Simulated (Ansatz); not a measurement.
The guess for Sr₅P₂ was made by a generator: random cell by space group and Wyckoff sites (Immm, No. 71). Its size is a rough estimate.

```xyz
7
Lattice="-3.3439 3.4700 4.3538 3.3439 -3.4700 4.3538 3.3439 3.4700 -4.3538" Properties=species:S:1:pos:R:3 pbc="T T T"
Sr    1.6719    1.7350   -2.1769
Sr    1.6719    1.7350    2.1769
Sr    1.6719   -1.7350    2.1769
Sr   -1.6719    1.7350    2.1769
Sr    0.0000    0.0000    4.3538
P     0.0000    3.4700    0.0000
P     0.0000    0.0000    0.0000
```

Method: DFT PBE, scalar-relativistic, plane waves, PAW (Ansatz 0.2.0). Cutoff 420 eV, Gaussian smearing, Γ-centred meshes. Cell and atoms relax first on a coarse mesh and then on a finer one. In between, the cell is made exact in the group found at 0.06 Å. In metals the finer mesh still leaves noise of several meV/atom or more. The steps can't lower the symmetry of their start. No spin polarisation.

A guess keeps its type if space group and coordination stay and the shape of the cell changes little (axis ratios within about 15 %, angles within 6°); the volume may change.

Question: Does this structure survive the relaxation?

Answer: It doesn't keep its type. The symmetry goes from Immm (No. 71) to I4/mmm (No. 139). The volume per atom grows by 20.3 %, from 28.9 to 34.7 Å³. The shortest distance goes from 3.25 Å (Sr–P and Sr–Sr) to 3.44 Å (Sr–P and Sr–Sr). Counting neighbours within 15 % of an atom's shortest distance, the start has P 10/12, Sr 10 and the end P 10, Sr 10/12. In detail, at the end Sr on a site of symmetry 2/m has 4 P at 3.44 Å and 6 Sr at 3.44–3.65 Å; Sr on a site of symmetry 4/mmm is surrounded by 8 Sr at 3.44 Å and 4 P at 3.65 Å; around P lie 10 Sr at 3.44–3.65 Å.

```cif
data_structure
_symmetry_space_group_name_H-M 'P 1'
_symmetry_Int_Tables_number 1
_cell_length_a 6.8896
_cell_length_b 6.8896
_cell_length_c 6.8896
_cell_angle_alpha 116.014
_cell_angle_beta 116.014
_cell_angle_gamma 97.055
_cell_volume 243.18
loop_
_atom_site_label
_atom_site_type_symbol
_atom_site_fract_x
_atom_site_fract_y
_atom_site_fract_z
_atom_site_occupancy
Sr1 Sr 0.00000 0.00000 0.50000 1
Sr2 Sr 0.00000 0.50000 0.00000 1
Sr3 Sr 0.50000 0.00000 0.00000 1
Sr4 Sr 0.50000 0.50000 0.50000 1
Sr5 Sr 0.50000 0.50000 0.00000 1
P1 P 0.00000 0.50000 0.50000 1
P2 P 0.50000 0.00000 0.50000 1
```

The last run used an 8×8×8 mesh for its 7-atom cell and Gaussian smearing of 0.10 eV. A structure relaxed within its symmetry needn't be a true minimum.

In counts of neighbours, a slash parts the counts of unlike sites.
